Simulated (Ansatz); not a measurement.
A plane-wave DFT run in Ansatz 0.2.0 (scalar-relativistic PAW potentials unless the input names others): input and command.

```yaml
crystal:
  lattice:
    - [-2.9315578479, 2.9315578479, 2.6017930216]
    - [2.9315578479, -2.9315578479, 2.6017930216]
    - [2.9315578479, 2.9315578479, -2.6017930216]
  atoms:
    - { symbol: Al, position: [0.1587211841, 0.6587211841, 0.8174423682] }
    - { symbol: Al, position: [0.6587211841, 0.8412788159, 0.5] }
    - { symbol: Al, position: [0.8412788159, 0.3412788159, 0.1825576318] }
    - { symbol: Al, position: [0.3412788159, 0.1587211841, 0.5] }
    - { symbol: Cu, position: [0.75, 0.75, 0.0] }
    - { symbol: Cu, position: [0.25, 0.25, 0.0] }
kpoints:
  mp_grid: { grid: [14, 14, 14], shift: [0.5, 0.5, 0.5] }
hamiltonian:
  xc: lda
scf:
  occupations: { method: gaussian, width: 0.15 }
output:
  forces: true
  eigenvalues: true
  stress: true
```

```bash
ansatz run input.yaml --threads 1 --pin off --max-ram 2560MiB --backend cpu --events-out ev --progress --plain --runs-dir out
```

Abridged log:
```
Basis set: ecut = 420 eV, 1721 PW (Γ)
Bands: 31, of which v1, the nominal top of the filled ones, is band 25 counted from 1 (24 counted from 0)
Symmetry: 16 space group operations
k-points: 240 of 2744
SCF iter   1: F=—  HF=-15163.816060 eV  |F-HF|=—  |Δ(HF+E_count)|=         —  Δρ=6.01e-3  dr2=2.93e-2  ethr=1.77e-3  ⟨swp⟩=7.6  Hψ=36347  notcnv=0
SCF iter   2: F=—  HF=-15163.807635 eV  |F-HF|=—  |Δ(HF+E_count)|=   8.43e-3  Δρ=3.14e-3  dr2=1.87e-2  ethr=5.86e-5  ⟨swp⟩=2.1  Hψ=12133  notcnv=0
SCF iter   3: F=—  HF=-15163.804176 eV  |F-HF|=—  |Δ(HF+E_count)|=   3.46e-3  Δρ=1.85e-3  dr2=5.42e-3  ethr=3.74e-5  ⟨swp⟩=1.0  Hψ=7178  notcnv=0
SCF iter   4: F=—  HF=-15163.802381 eV  |F-HF|=—  |Δ(HF+E_count)|=   1.80e-3  Δρ=2.08e-4  dr2=3.11e-5  ethr=1.08e-5  ⟨swp⟩=2.0  Hψ=11183  notcnv=0
SCF iter   5: F=—  HF=-15163.802370 eV  |F-HF|=—  |Δ(HF+E_count)|=   1.14e-5  Δρ=1.33e-4  dr2=1.16e-5  ethr=6.21e-8  ⟨swp⟩=2.0  Hψ=13203  notcnv=0
SCF iter   6: F=—  HF=-15163.802367 eV  |F-HF|=—  |Δ(HF+E_count)|=   2.44e-6  Δρ=1.52e-5  dr2=1.86e-7  ethr=2.31e-8  ⟨swp⟩=2.0  Hψ=9881  notcnv=0
SCF iter   7: F=-15163.802367 eV  HF=-15163.802367 eV  |F-HF|=1.56e-8  |Δ(HF+E_count)|=   5.80e-8  Δρ=8.53e-6  dr2=5.04e-8  ethr=2.00e-10  ⟨swp⟩=8.1  Hψ=32154  notcnv=0
SCF 1 converged in 7 iterations: F = -15163.802367 eV  dr2 = 5.04e-8
SCF converged after 7 iterations
Free energy (F): -15163.802367 eV
Harris-Foulkes:  -15163.802367 eV  (|F-HF|=1.56e-8)
Internal energy: -15163.777904 eV  (E = F + TS)
E sigma→0 (E₀):  -15163.790135 eV
Entropy (-TS):   -0.024464 eV (-4.077 meV/atom)
Fermi energy:    10.047205 eV
--- Forces (eV/Å), atoms counted from 1 ---
  atom   1  Al     0.27839060     0.27839060     0.00000000
  atom   2  Al    -0.27839060     0.27839060     0.00000000
  atom   3  Al    -0.27839060    -0.27839060     0.00000000
  atom   4  Al     0.27839060    -0.27839060     0.00000000
  atom   5  Cu     0.00000000     0.00000000     0.00000000
  atom   6  Cu     0.00000000     0.00000000     0.00000000
--- Stress (GPa, compression-positive) ---
       -2.292611       0.000000       0.000000
        0.000000      -2.292611       0.000000
        0.000000       0.000000     -11.330008
  P = ⅓ Tr σ = -5.3051 GPa (-53.051 kbar)
```

Apart from outputs and empty bands, the input differs from a reference run on usual settings in kpoints.mp_grid.shift: not typed → [0.5, 0.5, 0.5]; hamiltonian.xc: "pbe" → "lda"; basis.ecutwfc: 420 → not typed. The reference, at the same geometry (not necessarily relaxed), gave pressure 0.81 GPa, largest force 0.304 eV/Å, no gap on the mesh. This run converged in 7 SCF iterations (reference: 7) with a total energy on another zero, pressure -5.31 GPa, largest force 0.394 eV/Å, no gap on the mesh.

The run took 37 s on 1 thread of AMD EPYC 7R43 64-Core Processor (Zen 3) (shared host), peak memory 0.74 GiB.